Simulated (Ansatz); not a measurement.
The start is a generated cell, Ge built in the A7 structure type. The structure is fully relaxed (lattice and positions, P = 0) with PBE (plane waves to 420 eV, PAW, scalar-relativistic; Ansatz, an electronic-structure program). The first steps use a coarse 8×8×8 k-mesh.

Input geometry:
```
CELL_PARAMETERS angstrom
      1.79281     1.03508     3.32455
     -1.79281     1.03508     3.32455
      0.00000    -2.07016     3.32455
ATOMIC_POSITIONS crystal
  Ge 0.22754 0.22754 0.22754
  Ge 0.77246 0.77246 0.77246
```

Task: What pressure does the first self-consistent step give?

Result: +13 GPa (positive: the cell is compressed).

Task: What is the largest force in the starting geometry, and on which atom (counted from 1)?

Result: About 1.6 eV/Å, on Ge1, Ge2 (atoms numbered as listed).

Task: What symmetry does the relaxed structure have?

Result: The space group goes from R-3m (No. 166) to Pm-3m (No. 221); the end is AFLOW prototype A_cP1_221_a (A_h), with 1 atom in the primitive cell.

Task: How much energy is released per atom?

Result: 0.23 eV/atom.

Task: How does the volume per atom move from start to end?

Result: +7.8 %, from 18.51 to 19.96 Å³/atom.

Task: How do the shortest distances between atoms change?

Result: The closest pairs of elements (up to four, under 3.6 Å), start → end: Ge–Ge 2.40 → 2.71 Å.

Task: What band gap does the relaxed structure have at this level?

Result: No gap (metallic).

Task: Give the final cell and atomic positions.

Result: 
```cif
data_Ge
_chemical_formula_sum 'Ge1'
_space_group_name_H-M_alt 'Pm-3m'
_space_group_IT_number 221
_space_group_name_Hall '-P 4 2 3'
_cell_length_a 2.71248
_cell_length_b 2.71248
_cell_length_c 2.71248
_cell_angle_alpha 90.000
_cell_angle_beta 90.000
_cell_angle_gamma 90.000
loop_
_atom_site_label
_atom_site_type_symbol
_atom_site_symmetry_multiplicity
_atom_site_Wyckoff_symbol
_atom_site_fract_x
_atom_site_fract_y
_atom_site_fract_z
_atom_site_occupancy
Ge1 Ge 1 b 0.50000 0.50000 0.50000 1
```

Final values are on a 17×17×17 k-mesh of the relaxed cell. No spin polarisation in the result.

The run could not lose the symmetry of its start: the end is stationary, and may be a saddle point rather than a minimum.

The relaxed structure here is a generated cell of Ge: the first start was made by placing the elements on the sites of a structure type, and the end was not matched to a known phase here, so it may be hypothetical. Known forms of Ge include space group No. 227.
